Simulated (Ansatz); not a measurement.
Theory: DFT PBE, scalar-relativistic, plane waves, PAW (Ansatz). Plane waves to 420 eV, a 12×12×12 mesh through Γ for the 3-atom cell and 0.10 eV Gaussian smearing; no spin polarisation.

Energies over the elements count from the elements' standard structures at the same level, with no fitted energy shifts.

Question: Suggest a trial structure for a cubic metal made of Ca and Ir, with a formation energy near −0.20 eV/atom and a density near 5.55 g/cm³, in a cell of 3 atoms.

Answer: Ca2Ir, space group Fm-3m (No. 225). Around Ca lie 4 Ir at 2.98 Å and 6 Ca at 3.44 Å; Ir is surrounded by 8 Ca at 2.98 Å.

```cif
data_structure
_symmetry_space_group_name_H-M 'Fm-3m'
_symmetry_Int_Tables_number 225
_cell_length_a 6.8823
_cell_length_b 6.8823
_cell_length_c 6.8823
_cell_angle_alpha 90.000
_cell_angle_beta 90.000
_cell_angle_gamma 90.000
_cell_volume 325.99
loop_
_atom_site_label
_atom_site_type_symbol
_atom_site_symmetry_multiplicity
_atom_site_Wyckoff_symbol
_atom_site_fract_x
_atom_site_fract_y
_atom_site_fract_z
_atom_site_occupancy
Ca1 Ca 8 c 0.25000 0.75000 0.75000 1
Ir1 Ir 4 a 0.00000 0.00000 0.00000 1
```

- Volume per atom: 27.17 Å³
- Density: 5.55 g/cm³
- Formation energy: −0.20 eV/atom
- Gap on the 12×12×12 mesh of the 3-atom cell: 0 eV (a metal)

It was reached by relaxing an invented guess, and it needn't be the stable form of this composition. Other answers may fit too; this one was computed.

Spin–orbit coupling, which can matter for Ir, is left out. Symmetry constrained the relaxation, so the result can be a saddle point.
